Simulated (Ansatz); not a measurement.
**BN at a changed volume: 11B nuclear quadrupole resonance**

Cell: an entry of the Crystallography Open Database (COD), relaxed with PBE at fixed cell and then changed (volume scaled by 1.02, ions relaxed).

```
B N
1.0
     2.55682    0.00000    0.00000
    -1.27841    2.21427    0.00000
     0.00000    0.00000    6.64170
B N
2 2
Direct
  0.33333 0.66667 0.25000
  0.66667 0.33333 0.75000
  0.33333 0.66667 0.75000
  0.66667 0.33333 0.25000
```

Atoms are numbered from 1 in the order listed; like atoms form one site, named after its first atom.

The numbers come from a DFT calculation in Ansatz (PBE, plane waves and PAW, scalar-relativistic, 420 eV cutoff, Γ-centred 13×13×5 k-points, Fermi–Dirac smearing 0.02 eV).

11B: I = 3/2, Q = 40.59 mb (year-2017 value). Static lattice, zero field.

Problem. Predict the zero-field 11B lines of each site.

Solution. For I = 3/2 there is one line, ν = (|C_Q|/2)(1 + η²/3)^½.

```csv
site,atoms,V_zz (10²¹ V/m²),C_Q (MHz),η,line frequencies (MHz)
B,"1, 2",2.71,2.66,0.00,1.33
```

Problem. And for ¹⁰B (I = 3, Q = 84.59 mb) on B?

Solution. C_Q scales with Q to 5.53 MHz, with lines at 0.277, 0.830, 1.38 MHz.

An axis of threefold or higher order runs through B, so V_zz lies along it and η is zero.

At this changed cell the PBE pressure is -11 GPa.

The relaxation (1 step) took 2.1 s of wall time (2.1 s of CPU time) and 0.41 GiB at its peak, on 1 thread of Intel Xeon Platinum 8488C (Sapphire Rapids) (x86_64; 16 cores open to the job, memory cap 3.0 GiB, no GPU), a shared host with a load of 0.2 a core.
